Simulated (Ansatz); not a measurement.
Theory: DFT PBE, scalar-relativistic, plane waves, PAW in Ansatz 0.2.0. Settings: cutoff 420 eV, Γ-centred meshes spaced at most about 0.3 Å⁻¹, and about 0.25 Å⁻¹ or finer for metals (2π included), Gaussian smearing. No spin polarisation in the final relaxations.

Temperature and zero-point effects are left out.

Two relaxed structures of Cd3TeSe2:

A.

```yaml
crystal:
  lattice:
    - [-2.45284, 2.45284, 8.11253]
    - [2.45284, -2.45284, 8.11253]
    - [2.45284, 2.45284, -8.11253]
  atoms:
    - { symbol: Cd, position: [0.67737, 0.67737, 0.00000] }
    - { symbol: Cd, position: [0.32263, 0.32263, 0.00000] }
    - { symbol: Cd, position: [0.00000, 0.00000, 0.00000] }
    - { symbol: Te, position: [0.50000, 0.50000, 0.00000] }
    - { symbol: Se, position: [0.75000, 0.25000, 0.50000] }
    - { symbol: Se, position: [0.25000, 0.75000, 0.50000] }
```

B.

```yaml
crystal:
  lattice:
    - [4.23671, 0.00000, 0.00000]
    - [-2.11835, 3.66910, 0.00000]
    - [0.00000, 0.00000, 10.23528]
  atoms:
    - { symbol: Cd, position: [0.33333, 0.66667, 0.67521] }
    - { symbol: Cd, position: [0.66667, 0.33333, 0.32479] }
    - { symbol: Cd, position: [0.00000, 0.00000, 0.50000] }
    - { symbol: Te, position: [0.00000, 0.00000, 0.00000] }
    - { symbol: Se, position: [0.33333, 0.66667, 0.17209] }
    - { symbol: Se, position: [0.66667, 0.33333, 0.82791] }
```

**Question.** Which form is favoured at zero pressure, and by what margin per atom?

**Answer.** A is lower, by 163 meV/atom. A has space group I4/mmm (No. 139), 32.5 Å³/atom and no gap on its mesh; B has space group P-3m1 (No. 164), 26.5 Å³/atom and no gap. Counting Se or Te atoms around Cd (for each partner element, those within 1.25 times its shortest distance or 1.15 times the sum of covalent radii, where it is the nearest in units of that sum or under 1.3; the shortest distance is added where it exceeds 1.18 times the sum of covalent radii; a slash parts the counts of unlike sites), A has Cd 4 from 3.5 Å/5 and B has Cd 3/6 from 4.2 Å. The lower one is the more open, so pressure narrows the difference. In A, around Cd on a site of symmetry 4mm lie 4 Se at 2.72 Å and 1 Te at 2.88 Å; Te has 2 Cd at 2.88 Å and 4 Cd at 3.47 Å; Se has 4 Cd at 2.72 Å and 4 Se at 3.47 Å; 1 more site not described. In B, Cd on a site of symmetry 3m has 3 Se at 2.90 Å and 3 Cd at 3.03 Å; Te has 6 Se at 3.01 Å; Se is surrounded by 3 Cd at 2.90 Å and 3 Te at 3.01 Å; 1 more site not described. Both come from invented guesses. A third cell relaxed alike, in P6/mmm, lies 71 meV/atom below the lower of the two.

Spin–orbit coupling, which can matter for Te, is left out. Cells relaxed within their symmetry can be saddle points.
